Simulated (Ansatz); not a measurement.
Here is an unrelaxed guess for AlIn.

```cif
data_structure
_symmetry_space_group_name_H-M 'P6/mmm'
_symmetry_Int_Tables_number 191
_cell_length_a 3.1991
_cell_length_b 3.1991
_cell_length_c 4.5083
_cell_angle_alpha 90.000
_cell_angle_beta 90.000
_cell_angle_gamma 120.000
_cell_volume 39.96
loop_
_atom_site_label
_atom_site_type_symbol
_atom_site_symmetry_multiplicity
_atom_site_Wyckoff_symbol
_atom_site_fract_x
_atom_site_fract_y
_atom_site_fract_z
_atom_site_occupancy
Al1 Al 1 a 0.00000 0.00000 0.00000 1
In1 In 1 b 0.00000 0.00000 0.50000 1
```

Theory: DFT PBE, scalar-relativistic, plane waves, PAW (Ansatz 0.2.0). Cutoff 420 eV; k points 6×6×4 on the computed 2-atom cell (Γ-centred); Gaussian smearing, width 0.10 eV; no spin polarisation.

Energies over the elements count from the elements' standard structures at the same level, with no fitted energy shifts.

**Question.** How far from equilibrium is it?

**Answer.** The pressure is 29.6 GPa (the mean over three directions, positive in compression), the largest force is 0.00 eV/Å (symmetry fixes the atoms), and the energy is +1.15 eV/atom against the elements. The shortest distance is 2.25 Å.

**Question.** Is it a good guess?

**Answer.** A rough one: relaxing gains about 0.90 eV/atom (the start's value is from the coarse mesh, so the gain is rough) in 18 ionic steps and ends at +0.26 eV/atom on the finer mesh. The symmetry stays P6/mmm (No. 191). The volume per atom grows by 17.8 %, from 20.0 to 23.5 Å³. The shortest distance goes from 2.25 Å (Al–In) to 2.91 Å (Al–In). The ratio c/a of the conventional cell changes by a factor of 1.35. Conventional cell: a = 3.054 Å, c = 5.828 Å. Around Al lie 2 In at 2.91 Å and 6 Al at 3.05 Å; In is surrounded by 2 Al at 2.91 Å and 6 In at 3.05 Å.

The last run used a 24×24×10 mesh (in the run's order of axes) for its 2-atom cell and Gaussian smearing of 0.10 eV. The relaxation can't lower the symmetry of the start, and the grade says only how near the guess is to its own end. A structure relaxed within its symmetry needn't be a true minimum.
